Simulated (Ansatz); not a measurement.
CsCu₂ICl₂:
```xyz
12
Lattice="7.5524 0.0000 0.0000 0.0000 5.3963 0.0000 -3.0755 0.0000 8.1586" Properties=species:S:1:pos:R:3 pbc="T T T"
Cs     0.5268     4.0472     5.1514
Cs     3.9501     1.3491     3.0072
Cu     0.4034     2.6920     1.2011
Cu     4.0735     2.7043     6.9575
Cu     4.0735     5.3902     6.9575
Cu     0.4034     0.0061     1.2011
I     -1.3112     1.3491     7.5295
I      5.7881     4.0472     0.6291
Cl    -0.1504     1.3491     3.0269
Cl     4.6273     4.0472     5.1317
Cl     2.3865     1.3491     6.0721
Cl     2.0903     4.0472     2.0865
```

PBEsol (plane waves, PAW; program Ansatz) gives a gap of 2.09 eV without spin–orbit coupling, maximum at Γ, minimum at Γ.

What happens when spin–orbit coupling is switched on?

The gap decreases by 0.05 eV, to 2.04 eV; maximum at Γ, minimum at Γ.

Give the electron effective mass with spin–orbit coupling.

0.32, 0.37, 0.41 mₑ (principal values).

Give the hole effective mass with spin–orbit coupling.

1.2, 2.0, 5.2 mₑ (principal values).

Space group P2_1/m. The first step of the workflow began from a Materials Project structure, measured or hypothetical; the Crystallography Open Database copy checked does not list it. Whether it is the stable phase at ambient conditions was not checked. Symmetry was held in the PBEsol relaxation; whether a distortion lowers the energy is not shown. No spin polarisation was allowed.

Potentials: the later of the program's two PAW sets.
